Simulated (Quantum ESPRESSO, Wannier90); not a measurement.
## Tight-binding from DFT: CdTe (zinc blende)

```yaml
crystal:
  lattice:
    - [0.00000, 3.28212, 3.28212]
    - [3.28212, 0.00000, 3.28212]
    - [3.28212, 3.28212, 0.00000]
  atoms:
    - { symbol: Cd, position: [0.00000, 0.00000, 0.00000] }
    - { symbol: Te, position: [0.75000, 0.75000, 0.75000] }
```

Materials Project entry mp-406; symmetrised, unrelaxed at this level. COD (Crystallography Open Database) has the formula in 2 space groups, this one among them (matched by group alone). Computed values, not measurements, from PBEsol: Quantum ESPRESSO (norm-conserving PseudoDojo potentials, cutoff 82 Ry, spinors with spin-orbit coupling) on a Γ-centred 6×6×6 mesh, then Wannier90. Density: 8×8×8 mesh, Gaussian smearing 0.01 Ry. With spin-orbit coupling a semilocal functional can close or falsely invert a small gap; the band order was not checked against a better method. The gap is small at this level and was sampled on the meshes and a path alone.

Base run: 16 functions from bands 19-20,31-62 of the 62 computed, start hydrogen-like Cd: s;p; Te: s;p, centres 0.05 Å off the atoms, frozen window up to 1.78 eV relative to the valence-band maximum, outer window open. Bands 21–30 (Cd 4d 96 %) lie between the kept ones and are excluded. Rows change the key named; with other orbitals the number of functions and the frozen window follow, as listed; window edges are relative to the valence-band maximum. The misfit compares interpolated bands with pw.x on a high-symmetry path, for states up to 1.3 eV relative to the valence-band maximum. Converged means that the tolerances were met: symmetric starts can stop on a saddle, which shows as a larger Ω_OD at equal Ω_I and can move the misfit too.

Rows with other orbitals or bands describe another subspace, so their Ω_I can't be set against the base's. Runs that didn't settle are not listed.

| setting | orbitals | bands | functions | frozen to (eV) | Ω_I (Å²) | Ω_D (Å²) | Ω_OD (Å²) | rms misfit (meV) | worst (meV) | ended |
|---|---|---|---|---|---|---|---|---|---|---|
| base | Cd sp, Te sp | 19-20,31-62 | 16 | 1.78 | 29.34 | 0.02 | 4.01 | 4.2 | 15 | converged |
| num_iter = 0 (projection only), orbitals on the atoms | Cd sp, Te sp | 19-20,31-62 | 16 | 1.78 | 29.33 | 0.02 | 12.95 | 3.4 | 17 | no minimisation |
| start: the same orbitals exactly on the atoms | Cd sp, Te sp | 19-20,31-62 | 16 | 1.78 | 29.33 | 0.02 | 12.29 | 2.7 | 12 | converged |
| start: sp3 on every atom | Cd sp, Te sp | 19-20,31-62 | 16 | 1.78 | 29.33 | 0.03 | 5.57 | 2.9 | 11 | converged |
| start: atomic waves of the pseudopotential files | Cd 5s, Te 5s, Te 5p | 19-20,31-62 | 10 | 1.78 | 24.73 | 0.18 | 4.72 | 5.3 | 21 | converged |
| atomic waves with projectability windows 0.01 and 0.95 | Cd 5s, Te 5s, Te 5p | 19-20,31-62 | 10 | 1.78 | 25.43 | 0.20 | 4.77 | 4.1 | 19 | converged |
